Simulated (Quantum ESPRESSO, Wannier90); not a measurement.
**HfS2 (CdI2 type): Wannier90 run**

Materials Project entry mp-985829; symmetrised, unrelaxed at this level. Not found in the COD (Crystallography Open Database) copy used; not checked further. Level: PBEsol, no spin polarisation, no spin-orbit coupling; pw.x of Quantum ESPRESSO at 47 Ry with PseudoDojo potentials, 12×12×6 k-points, Wannier90. Density: 12×12×6 mesh, cold smearing 0.01 Ry. The cell is built of weakly bound layers, chains or molecules, whose nearest atoms lie 3.83 Å apart. Database cells relaxed without dispersion often hold them too far apart, which can enlarge gaps and weakens couplings between them; spacing and stacking were not compared with the measured crystal. Spin-orbit coupling is left out although heavy elements are present.

On the energy scale of pw.x, whose zero is arbitrary, the valence-band maximum lies at 6.63 eV.

Input w.win:

```
num_bands = 8
num_wann = 8
exclude_bands = 1-4,13-27
num_iter = 1000
conv_tol = 1.0e-6
conv_window = 4
write_hr = true
write_u_matrices = true
auto_projections = true
begin unit_cell_cart
ang
    3.6396599908    0.0000000000    0.0000000000
   -1.8198299954    3.1520380132    0.0000000000
    0.0000000000    0.0000000000    6.0555600000
end unit_cell_cart
begin atoms_frac
Hf   0.0000000000  0.0000000000  0.0000000000
S   -0.3333333333  0.3333333333 -0.2360500000
S    0.3333333333 -0.3333333333  0.2360500000
end atoms_frac
mp_grid = 12 12 6
begin kpoints
0.0000000000 0.0000000000 0.0000000000
0.0000000000 0.0000000000 0.1666666667
0.0000000000 0.0000000000 0.3333333333
... (861 more lines: the 12x12x6 mesh through Gamma)
end kpoints
```

Input of pw2wannier90.x that gives the overlap and projection files (equivalent; here they were cut from one run over all bands):

```
&inputpp
  outdir = './out'
  prefix = 'pwscf'
  seedname = 'w'
  write_amn = .true.
  write_mmn = .true.
  scdm_proj = .true.
  scdm_entanglement = 'isolated'
/
```

Output w.wout (banner and timings cut):

```
                                    ------
                                    SYSTEM
                                    ------

                              Lattice Vectors (Ang)
                    a_1     3.639660   0.000000   0.000000
                    a_2    -1.819830   3.152038   0.000000
                    a_3     0.000000   0.000000   6.055560

                   Unit Cell Volume:      69.47148  (Ang^3)

                        Reciprocal-Space Vectors (Ang^-1)
                    b_1     1.726311   0.996686  -0.000000
                    b_2     0.000000   1.993372   0.000000
                    b_3     0.000000  -0.000000   1.037589

 *----------------------------------------------------------------------------*
 |   Site       Fractional Coordinate          Cartesian Coordinate (Ang)     |
 +----------------------------------------------------------------------------+
 | hf   1   0.00000   0.00000   0.00000   |    0.00000   0.00000   0.00000    |
 | s    1  -0.33333   0.33333  -0.23605   |   -1.81983   1.05068  -1.42941    |
 | s    2   0.33333  -0.33333   0.23605   |    1.81983  -1.05068   1.42941    |
 *----------------------------------------------------------------------------*
                                ------------
                                K-POINT GRID
                                ------------

             Grid size = 12 x 12 x  6      Total points =  864

 *---------------------------------- MAIN ------------------------------------*
 |  Number of Wannier Functions               :                 8             |
 |  Number of Objective Wannier Functions     :                 8             |
 |  Number of input Bloch states              :                 8             |
 |  Output verbosity (1=low, 5=high)          :                 1             |
 |  Timing Level (1=low, 5=high)              :                 1             |
 |  Optimisation (0=memory, 3=speed)          :                 3             |
 |  Length Unit                               :               Ang             |
 |  Post-processing setup (write *.nnkp)      :                 F             |
 |  Using Gamma-only branch of algorithms     :                 F             |
 *----------------------------------------------------------------------------*
 *------------------------------- WANNIERISE ---------------------------------*
 |  Total number of iterations                :              1000             |
 |  Number of CG steps before reset           :                 5             |
 |  Trial step length for line search         :             2.000             |
 |  Convergence tolerence                     :         0.100E-05             |
 |  Convergence window                        :                 4             |
 |  Iterations between writing output         :                 1             |
 |  Iterations between backing up to disk     :               100             |
 |  Write r^2_nm to file                      :                 F             |
 |  Write xyz WF centres to file              :                 F             |
 |  Write on-site energies <0n|H|0n> to file  :                 F             |
 |  Use guiding centre to control phases      :                 F             |
 |  Use phases for initial projections        :                 F             |
 *----------------------------------------------------------------------------*
 *-------------------------------- PLOTTING ----------------------------------*
 |  Plotting Hamiltonian in WF basis          :                 T             |
 *----------------------------------------------------------------------------*

       ... (k-mesh section left out)

 Starting a new Wannier90 calculation ...

 Reading overlaps from w.mmn

 Reading projections from w.amn

 *------------------------------- WANNIERISE ---------------------------------*
 +--------------------------------------------------------------------+<-- CONV
 | Iter  Delta Spread     RMS Gradient      Spread (Ang^2)            |<-- CONV
 +--------------------------------------------------------------------+<-- CONV

 ------------------------------------------------------------------------------
 Initial State
  WF centre and spread    1  ( -1.390391, -0.757537,  0.944819 )     1.82712718
  WF centre and spread    2  (  1.773589, -1.627084,  1.048829 )     1.77225443
  WF centre and spread    3  ( -1.297528,  0.802523, -1.048829 )     1.77225444
  WF centre and spread    4  ( -2.288418,  0.825346, -0.944819 )     1.82712718
  WF centre and spread    5  (  0.004703, -1.525041, -1.189597 )     1.86062785
  WF centre and spread    6  (  1.318373, -0.766593,  1.189597 )     1.86062785
  WF centre and spread    7  (  1.935169, -1.052219,  1.633609 )     2.01699888
  WF centre and spread    8  ( -1.876166,  0.950023, -1.633609 )     2.01699888
  Sum of centres and spreads ( -1.820672, -3.150580, -0.000000 )    14.95401671

      0     0.150E+02     0.0000000000       14.9540167249  <-- CONV
        O_D=      0.0425931 O_OD=      2.3893516 O_TOT=     14.9540167 <-- SPRD
 ------------------------------------------------------------------------------
      1    -0.195E+00     0.2165507612       14.7593342777  <-- CONV
        O_D=      0.0271799 O_OD=      2.2100824 O_TOT=     14.7593343 <-- SPRD
      2    -0.667E-01     0.1483308971       14.6926134955  <-- CONV
        O_D=      0.0244516 O_OD=      2.1460898 O_TOT=     14.6926135 <-- SPRD
      3    -0.349E-01     0.1109054841       14.6576784911  <-- CONV
        O_D=      0.0227710 O_OD=      2.1128355 O_TOT=     14.6576785 <-- SPRD
      4    -0.162E-01     0.0949701862       14.6414690629  <-- CONV
        O_D=      0.0213045 O_OD=      2.0980925 O_TOT=     14.6414691 <-- SPRD
      5    -0.844E-02     0.0693113284       14.6330326089  <-- CONV
        O_D=      0.0205227 O_OD=      2.0904379 O_TOT=     14.6330326 <-- SPRD
       ... (lines left out)
    100    -0.271E-03     0.0112987326       14.5426208399  <-- CONV
        O_D=      0.0213526 O_OD=      1.9991962 O_TOT=     14.5426208 <-- SPRD
       ... (lines left out)
    200    -0.734E-04     0.0052212823       14.5271147364  <-- CONV
        O_D=      0.0215084 O_OD=      1.9835343 O_TOT=     14.5271147 <-- SPRD
       ... (lines left out)
    300    -0.241E-04     0.0030505370       14.5226554142  <-- CONV
        O_D=      0.0215365 O_OD=      1.9790469 O_TOT=     14.5226554 <-- SPRD
       ... (lines left out)
    400    -0.573E-05     0.0016808922       14.5213926485  <-- CONV
        O_D=      0.0215490 O_OD=      1.9777717 O_TOT=     14.5213926 <-- SPRD
       ... (lines left out)
    500    -0.168E-05     0.0008457874       14.5210398167  <-- CONV
        O_D=      0.0215509 O_OD=      1.9774168 O_TOT=     14.5210398 <-- SPRD
       ... (lines left out)
    542    -0.454E-09     0.0000294662       14.5209013595  <-- CONV
        O_D=      0.0215512 O_OD=      1.9772782 O_TOT=     14.5209014 <-- SPRD
    543    -0.790E-11     0.0000275397       14.5209013595  <-- CONV
        O_D=      0.0215512 O_OD=      1.9772782 O_TOT=     14.5209014 <-- SPRD
    544    -0.218E-08     0.0000275091       14.5209013573  <-- CONV
        O_D=      0.0215512 O_OD=      1.9772782 O_TOT=     14.5209014 <-- SPRD
             <<<     Delta < 1.000E-06  over  4 iterations     >>>
             <<< Wannierisation convergence criteria satisfied >>>
 Final State
  WF centre and spread    1  ( -1.351366, -0.780262,  1.024536 )     1.84634715
  WF centre and spread    2  (  1.819897, -1.591477,  1.024312 )     1.84643789
  WF centre and spread    3  ( -1.351519,  0.780223, -1.024312 )     1.84643789
  WF centre and spread    4  ( -2.288250,  0.780187, -1.024536 )     1.84634715
  WF centre and spread    5  ( -0.000048, -1.560641, -1.024130 )     1.84646475
  WF centre and spread    6  (  1.351579, -0.780279,  1.024130 )     1.84646474
  WF centre and spread    7  (  1.819553, -1.050700,  1.748801 )     1.72120088
  WF centre and spread    8  ( -1.819674,  1.050909, -1.748801 )     1.72120088
  Sum of centres and spreads ( -1.819829, -3.152040, -0.000000 )    14.52090134

         Spreads (Ang^2)       Omega I      =    12.522072042
        ================       Omega D      =     0.021551155
                               Omega OD     =     1.977278161
    Final Spread (Ang^2)       Omega Total  =    14.520901357
```
